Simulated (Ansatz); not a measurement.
## Profile along the I–K line in KI (rock salt)

KI (rock salt)

```xyz
2
Lattice="0.0000 3.5906 3.5906 3.5906 0.0000 3.5906 3.5906 3.5906 0.0000" Properties=species:S:1:pos:R:3 pbc="T T T"
I      0.0000     0.0000     0.0000
K      3.5906     3.5906     3.5906
```

Fields along a shortest I–K line of a {110} plane (3.59 Å), from I to K, interpolated on the slice's grid (step about 0.3 Å). All values below come from PBE (plane waves to 420 eV, PAW, scalar-relativistic; Ansatz, a first-principles code). k mesh 8×8×8. Near the nuclei the fields are pseudised (PAW); where an atom keeps semicore shells as valence, they peak there. KI was relaxed with its symmetry unable to fall. Spin-orbit coupling is left out, though I is heavy. The relaxed volume of KI is well above the measured one; the method has no dispersion term.

```tsv
distance from I (Å)	valence electron density (e/Å³)	electron localisation function
0.00	19.09	x
0.36	11.83	x
0.72	2.05	0.57
1.08	0.54	0.71
1.44	0.21	0.77
1.79	0.08	0.25
2.15	0.07	0.04
2.51	0.28	0.50
2.87	1.64	0.88
3.23	3.95	x
3.59	4.11	x
```

x: too close to a nucleus for the ELF to mean much.

Density on the I–K line (3.59 Å) at its density minimum, 2.1 Å from I: 0.06 e/Å³. ELF at that point: 0.03. ELF maximum in the middle third of the I–K line: 0.77, 1.3 Å from I.
